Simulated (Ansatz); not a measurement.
Consider the following.

Cd$_{2}$TeSe:
```
CELL_PARAMETERS angstrom
      2.22303     1.28347     7.25909
     -2.22303     1.28347     7.25909
      0.00000    -2.56694     7.25909
ATOMIC_POSITIONS crystal
  Cd 0.00523 0.00523 0.00523
  Cd 0.49492 0.49492 0.49492
  Te 0.62388 0.62388 0.62388
  Se 0.12596 0.12596 0.12596
```

This is the PBEsol-relaxed structure. x, y and z are the axes in which the lattice vectors are written.

**Question.** All from the program Ansatz at the PBEsol level (PAW), unless another level is named. Give the Poisson's ratio.

**Answer.** 0.36.

**Question.** Predict the elastic constants (relaxed ions, GPa).

**Answer.** C11 = 69.3, C12 = 35.3, C13 = 32.0, C14 = -5.8, C33 = 73.9, C44 = 12.5.

Space group R3m. The workflow started from a Materials Project entry (that database holds measured and hypothetical structures alike); the Crystallography Open Database copy checked does not list it. Whether it is the stable phase at ambient conditions was not checked. The cell was relaxed with PBEsol under the symmetry of its start; of distortions, only those at the zone centre were tested. Spin–orbit coupling is left out wherever it is not named.

Potentials: the later of the program's two PAW sets.
